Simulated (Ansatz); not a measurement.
Polymorphs of TaAl, each relaxed with PBE in the plane-wave PAW code Ansatz:

A: CsCl type (Pm-3m)
a = b = c = 3.2255 Å, α = β = γ = 90.00°

```tsv
atom	site	symmetry	x	y	z
Ta	1a	m-3m	0.0000	0.0000	0.0000
Al	1b	m-3m	0.5000	0.5000	0.5000
```

B: L1₀ or tetragonal B2 (P4/mmm)
a = b = 2.835 Å, c = 4.185 Å, α = β = γ = 90.00°

```tsv
atom	site	symmetry	x	y	z
Ta	1a	4/mmm	0.0000	0.0000	0.0000
Al	1d	4/mmm	0.5000	0.5000	0.5000
```

### Question
Put the candidates in order of energy per atom at 0 K, lowest first, for PBE.

### Answer
B (+0 meV/atom), A (+312 meV/atom)

Typed or built starts, not in the databases checked: A; B. All cells were relaxed under the symmetry of their starts (and spin orders); stability against distortions was not tested throughout. Rows with no word on spin ran without spin polarisation. Scalar-relativistic: spin–orbit coupling is off unless named, which matters more the heavier the elements.

Energies hold the estimated change up to a 700 eV cutoff; steps of a few meV lie near the error of the meshes.

Potentials: the earlier of the program's two PAW sets.
